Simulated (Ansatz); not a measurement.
Q: Each is relaxed and computed with the program Ansatz at the PBE level (PAW). Which is the only metal?
A) GeS, wurtzite
B) LiGeN, P6_3mc (Li on 2b, Ge on 2a, N on 2b)
C) SiGe, Pmma (Si on 2e, Si on 2f, Ge on 2e, Ge on 2f)
D) Ge2Pd, P6/mmm (Pd on 1a, Ge on 2d)

A: D, Ge2Pd, P6/mmm (Pd on 1a, Ge on 2d). Ge2Pd: metal; SiGe: gap 0.37 eV (indirect); LiGeN: gap 1.45 eV (indirect); GeS: gap 1.00 eV (indirect). Constructed cells (a structure type filled with these elements, in neither database checked): Ge2Pd, P6/mmm (Pd on 1a, Ge on 2d); GeS, wurtzite. Typed or built starts, not in the databases checked: SiGe, Pmma (Si on 2e, Si on 2f, Ge on 2e, Ge on 2f). Standing as an ambient phase not checked: LiGeN, P6_3mc (Li on 2b, Ge on 2a, N on 2b). All cells were relaxed under the symmetry of their starts (and spin orders); stability against distortions was not tested throughout. Rows with no word on spin ran without spin polarisation. Spin–orbit coupling is left out wherever it is not named.

Potentials: the later of the program's two PAW sets.
